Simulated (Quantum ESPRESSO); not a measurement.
```cif
data_C2Al6B2
_chemical_formula_sum 'B2 C2 Al6'
_space_group_name_H-M_alt 'P63/mmc'
_space_group_IT_number 194
_space_group_name_Hall '-P 6c 2c'
_cell_length_a 3.48118
_cell_length_b 3.48118
_cell_length_c 11.46837
_cell_angle_alpha 90.000
_cell_angle_beta 90.000
_cell_angle_gamma 120.000
loop_
_atom_site_label
_atom_site_type_symbol
_atom_site_symmetry_multiplicity
_atom_site_Wyckoff_symbol
_atom_site_fract_x
_atom_site_fract_y
_atom_site_fract_z
_atom_site_occupancy
B1 B 2 a 0.00000 0.00000 0.00000 1
C1 C 2 c 0.33333 0.66667 0.25000 1
Al1 Al 4 f 0.33333 0.66667 0.07576 1
Al2 Al 2 b 0.00000 0.00000 0.25000 1
```

The geometry is that of Materials Project entry mp-1228446, symmetrised and not relaxed again.

Q: What does PBEsol (pw.x of Quantum ESPRESSO, ONCV potentials, without SOC) give for the electronic structure near the Fermi level?

A: The PBEsol gap is indirect, 0.38 eV, from Γ to M; the smallest direct gap is 1.62 eV. 

The structure is a Materials Project entry; no match was found in the copy of COD used, and its stability was not checked.
